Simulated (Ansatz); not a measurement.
KI (rock salt)

Space group Fm-3m (No. 225); a = 7.092 Å, b = 7.092 Å, c = 7.092 Å, α = 90.00°, β = 90.00°, γ = 90.00°

```csv
atom,site,symmetry,x,y,z
I,4a,m-3m,0.0000,0.0000,0.0000
K,4b,m-3m,0.5000,0.5000,0.5000
```
(The calculation used a cell of 2 atoms; values per cell refer to that cell.)

Grid over V/V₀ and (c/a)/(c/a)₀, subscript 0 meaning the relaxed cell; the conventional c axis lies along z; no internal relaxation.

Level of theory: r2SCAN (plane waves to 500 eV, PAW, scalar-relativistic; Ansatz, a quantum-chemistry and plane-wave program). k mesh 8×8×8 (Γ-centred), Fermi-Dirac smearing 0.05 eV. The energy includes the smearing's −TS. KI was relaxed with its symmetry unable to fall. Spin-orbit coupling is left out, though I is heavy.

Changes of ΔE (meV/atom) from the point V/V₀ = 1.000, (c/a)/(c/a)₀ = 1.000 when one coordinate moves alone (two changes are said to add if the coupling is within 5 % of the smaller one, nearly so within 20 %):

```json
[
 {"point": "V/V₀ = 1.000, (c/a)/(c/a)₀ = 0.960", "change": "4.42"},
 {"point": "V/V₀ = 1.000, (c/a)/(c/a)₀ = 0.973", "change": "1.90"},
 {"point": "V/V₀ = 1.000, (c/a)/(c/a)₀ = 0.987", "change": "0.46"},
 {"point": "V/V₀ = 0.920, (c/a)/(c/a)₀ = 1.000", "change": "13.15"},
 {"point": "V/V₀ = 0.947, (c/a)/(c/a)₀ = 1.000", "change": "5.55"},
 {"point": "V/V₀ = 0.973, (c/a)/(c/a)₀ = 1.000", "change": "1.33"},
 {"point": "V/V₀ = 1.027, (c/a)/(c/a)₀ = 1.000", "change": "1.13"},
 {"point": "V/V₀ = 1.053, (c/a)/(c/a)₀ = 1.000", "change": "4.36"},
 {"point": "V/V₀ = 1.080, (c/a)/(c/a)₀ = 1.000", "change": "9.38"},
 {"point": "V/V₀ = 1.000, (c/a)/(c/a)₀ = 1.013", "change": "0.43"},
 {"point": "V/V₀ = 1.000, (c/a)/(c/a)₀ = 1.027", "change": "1.68"},
 {"point": "V/V₀ = 1.000, (c/a)/(c/a)₀ = 1.040", "change": "3.67"}
]
```

Question: Do the two effects add at V/V₀ = 0.947, (c/a)/(c/a)₀ = 0.973? Give the computed change.

Answer: The sum of the single changes is 5.55 + (1.90) = 7.45; the calculation gives 7.92, so the coupling contributes 0.47 (over 20 % of the smaller single change, not additive).

Question: What is the change at V/V₀ = 1.080, (c/a)/(c/a)₀ = 0.960, where both move, and how far is it from the sum?

Answer: The sum of the single changes is 9.38 + (4.42) = 13.80; the calculation gives 12.49, so the coupling contributes -1.31 (over 20 % of the smaller single change, not additive).

Question: What is the change at V/V₀ = 1.053, (c/a)/(c/a)₀ = 0.960, where both move, and how far is it from the sum?

Answer: The sum of the single changes is 4.36 + (4.42) = 8.78; the calculation gives 7.87, so the coupling contributes -0.91 (over 20 % of the smaller single change, not additive).

(A scan under strain: stresses follow from slopes of the energy per volume, elastic moduli from its curvatures.)
